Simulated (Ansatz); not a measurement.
Cl: field gradients at two levels of theory

Cell: a Materials Project structure (computed, not necessarily an observed phase).

```
CELL_PARAMETERS angstrom
3.26421 -2.05747 0.00000
3.26421 2.05747 0.00000
0.00000 0.00000 8.40240
ATOMIC_POSITIONS crystal
Cl 0.88548 0.11452 0.60475
Cl 0.11452 0.88548 0.39525
Cl 0.61452 0.38548 0.10475
Cl 0.38548 0.61452 0.89525
```

Atom numbers follow the list; atoms alike are taken as one site, whose name carries the number of the first.

First run. Method: Kohn–Sham DFT in Ansatz, PBE, plane waves and PAW, scalar-relativistic, 420 eV cutoff, Γ-centred 9×9×4 k-points, Fermi–Dirac smearing 0.05 eV.

| site | atom | V_zz (10²¹ V/m²) | η |
| --- | --- | --- | --- |
| Cl | 1 | 53.8 | 0.08 |

Second run. The same atoms and settings, except that the functional is r2SCAN and the cutoff is 500 eV.

Question: Given the first result, estimate the second.

Answer: 

| site | atom | V_zz | η | change of V_zz |
| --- | --- | --- | --- | --- |
| Cl | 1 | 54.3 | 0.06 | +0.50 |

The largest change of V_zz is on Cl, from 53.8 to 54.3.

For the first run: The largest force is 0.5 eV/Å, so the atoms aren't at the calculated equilibrium and relaxing them would move these values.
